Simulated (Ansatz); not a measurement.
## Sn₄Se, before and after

A trial structure of Sn₄Se was built thus: random cell by space group and Wyckoff sites (F-43m, No. 216). Its size is a rough estimate.

start:

Space group F-43m (No. 216). a = 8.269 Å, b = 8.269 Å, c = 8.269 Å, α = 90.00°, β = 90.00°, γ = 90.00°
| atom | site | symmetry | x | y | z |
| --- | --- | --- | --- | --- | --- |
| Sn | 16e | .3m | 0.3430 | 0.1570 | 0.3430 |
| Se | 4d | -43m | 0.2500 | 0.2500 | 0.7500 |

Method: DFT PBE, scalar-relativistic, plane waves, PAW in Ansatz 0.2.0. Cutoff 420 eV, Gaussian smearing, Γ-centred meshes. Cell and atoms relax first on a coarse mesh and then on a finer one. In between, the cell is made exact in the group found at 0.06 Å. In metals the finer mesh still leaves noise of several meV/atom or more. The steps can't lower the symmetry of their start. No spin polarisation.

end:

Space group F-43m (No. 216). a = 8.741 Å, b = 8.741 Å, c = 8.741 Å, α = 90.00°, β = 90.00°, γ = 90.00°
```
atom  site  symmetry       x       y       z
  Sn   16e       .3m  0.3749  0.3749  0.1251
  Se    4d      -43m  0.2500  0.2500  0.7500
```

The symmetry stays F-43m (No. 216). The volume per atom grows by 18.1 %, from 28.3 to 33.4 Å³. The shortest distance goes from 2.18 Å (Sn–Sn) to 3.09 Å (Sn–Sn). The energy falls by about 4.2 eV/atom (the start's value is from the coarse mesh). The end is written in a standard setting, so origin, axes and order of atoms can differ from the start's.

For Sn₄Se, the volume per atom is 33.39 Å³, the density is 5.51 g/cm³ and the formation energy is +0.33 eV/atom. The gap on the 8×8×8 mesh of the 5-atom cell is 0 eV (a metal).

The zero of energy is the elements' standard structures at the same level; no fitted shifts are applied. The references include grey tin. A positive value: parting into the elements would lower its energy.

The last run used Gaussian smearing of 0.10 eV. The reference form of Se is held partly by dispersion forces, which this level lacks. A structure relaxed within its symmetry needn't be a true minimum. In all, the 3 runs took 83 s on 1 thread of Intel(R) Xeon(R) Platinum 8375C CPU @ 2.90GHz (Ice Lake), on a shared host. Another cell of Sn4Se relaxed alike, in Fd-3m, lies 171 meV/atom lower, so this cell isn't the stable form at this level.
